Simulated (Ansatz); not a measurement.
## CuTe in the zincblende structure

Level of theory: DFT, PBEsol, scalar-relativistic, collinear spin; plane waves to 420 eV with PAW datasets (Ansatz 0.2.0), Γ-centred 8×8×8 mesh, 0.05 eV Gaussian smearing; PAW files: Ansatz's generated set soft_2.

```
Cu Te
1.0
     0.00000    2.89230    2.89230
     2.89230    0.00000    2.89230
     2.89230    2.89230    0.00000
Cu Te
1 1
Direct
  0.00000 0.00000 0.00000
  0.25000 0.25000 0.25000
```

This is a trial structure; measured cells of the compound in the Crystallography Open Database are in space group Pmmn.

Magnetic state: non-magnetic, site spin moments none.

Cell and atoms are those of this level's equilibrium.

The cell has space group F-43m (read at 0.01 Å). In it the stress is -0.01, -0.01, -0.01, 0.00, 0.00, 0.00 GPa and the largest force component 0.000 eV/Å. Each change below starts from this cell, without further relaxation. Stress is in GPa, positive in compression, in the order xx, yy, zz, yz, xz, xy; energies are counted from the cell above and are free energies with the smearing's entropy, which match forces and stress in a metal.

What happens when atom 1 (Cu) is moved by 0.20 Å along z?

The energy changes by 118.3 meV per cell, and the force on it along the shift is -1.190 eV/Å (−F/u = 5.95 eV/Å²). Stress: 1.82, 1.82, 0.10, 0.00, 0.00, 5.59.
```
atom  Fx (eV/Å)     Fy      Fz
 Cu1      0.000  0.000  -1.190
 Te2      0.000  0.000   1.190
```
In a harmonic crystal the energy would rise by −½F·u = ½ × 5.95 × 0.20² eV = 119.0 meV, which matches.

A single strain component, atoms carried along, gave the stress -0.61, -0.70, -0.70, 0.00, 0.00, 0.00. Which component, and about how large?

An engineering strain of 1 % in xx; the energy changes by 0.9 meV per cell.

For elements this heavy, spin–orbit coupling would shift levels and gaps; it isn't included here. The starting moments died out; a magnetic state reached from other starts isn't excluded.
